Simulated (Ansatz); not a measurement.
**Notes on La3Sb4Pt7**

```xyz
14
Lattice="7.2052 -1.0598 1.2632 1.0038 5.6620 -0.7265 1.5607 -0.1729 7.3906" Properties=species:S:1:pos:R:3 pbc="T T T"
Pt    1.5234    3.6119    3.1335
Pt    4.1564    0.9466    6.5759
Sb    7.9239    0.1188    8.2919
Sb    1.4686    2.9501    0.6408
Pt    4.4927    1.9935    0.6433
Pt    2.7844    5.2207    4.6238
La    6.8690    4.1936    6.1124
La    4.2413    4.5518    2.0892
Pt    8.7995    2.2729    7.2160
La    5.9502    1.5593    4.1393
Sb    3.0469    1.5035    4.3134
Sb    1.2047    1.0687    2.6848
Pt    1.9194    5.4091   -0.1735
Pt    4.1184    3.3359    5.6836
```

Single point in Ansatz 0.2.0 with r2SCAN, no spin polarisation. Cutoff 500 eV, PAW datasets, 3×3×3 (shifted by 0.5, 0.5, 0 steps) k mesh, methfessel-paxton filling (width 0.1223 eV).

(1) What does the stress say?

(2) What is the formation energy?

(3) Which atom feels the largest force, and which way?

(4) Give the Bader charges.

(5) Describe some of the short contacts.

(6) What happens at the Fermi level?

Origin: a disordered cell, so it need not be a known compound. Caveats: the k mesh is coarse if the cell is a metal; atoms or cell far from equilibrium; f levels without a U or exact exchange are poorly placed.

Results:

(1) The pressure is 24.8 GPa (compression positive), so with the atoms held at these fractions the cell would first expand; the forces are large, so a full relaxation may end otherwise. The principal stresses 18.8, 25.9, 29.8 GPa differ, so its shape would change too.

(2) -0.09 eV an atom against the elements' usual phases (free molecules for gases, crystals otherwise, with no correction for O₂ or N₂), so it is bound against them; other compounds may still compete. Relaxing would lower it.

(3) The largest is on Pt14: 4.72 eV/Å, components (4.15, 0.52, -2.18). It makes 115° with the line to a nearest neighbour, Pt13 at 2.52 Å.

(4) Bader charges in e: La +1.30 to +1.40, Sb +0.07 to +0.63, Pt -0.95 to -0.62. In the mean La gives up most and Pt takes most.

(5) Sb–Sb at 2.50 Å: least valence density 0.58 e/Å³ and ELF 0.53 there. Pt–Pt at 2.52 Å: least valence density 0.59 e/Å³ and ELF 0.29 there. Sb–Pt at 2.52 Å: least valence density 0.57 e/Å³ and ELF 0.41 there. These are pseudo-fields; inside the PAW spheres they differ from the all-electron ones.

(6) It is a metal, with about 8.1 states/eV a cell as the mean within 0.25 eV of the Fermi level, mostly La d (30 %), Pt d (26 %) and Sb p (19 %).
